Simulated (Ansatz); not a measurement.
Given:

RuC:
Space group Pm-3m (No. 221); a = b = c = 4.0746 Å, α = β = γ = 90.00°

```json
[
 {"atom": "Ru", "site": "3c", "symmetry": "4/mm.m", "x": "0.0000", "y": "0.5000", "z": "0.5000"},
 {"atom": "C", "site": "3d", "symmetry": "4/mm.m", "x": "0.0000", "y": "0.0000", "z": "0.5000"}
]
```

This is the PBE-relaxed structure.

Problem. All from PBE (plane waves, PAW; program Ansatz), unless another level is named. Give the electronic character.

Solution. metallic (no gap).

Problem. Next, the formation energy from the elements (no fitted shifts)?

Solution. 81 kJ/mol of atoms.

Problem. Give the gap with spin–orbit coupling.

Solution. none (metallic).

The start of the workflow was typed in or built on a structure type; neither database checked (COD, Materials Project) lists it. Its standing as an ambient phase is unchecked. The cell was relaxed with PBE under the symmetry of its start; whether a distortion lowers the energy is not shown. The run is not spin-polarised. Its formation energy is positive at this level, so the cell may be metastable or incomplete. The references are the lowest solids computed at this level, not always the standard phases. Spin–orbit coupling is left out wherever it is not named.

Potentials: the earlier of the program's two PAW sets.
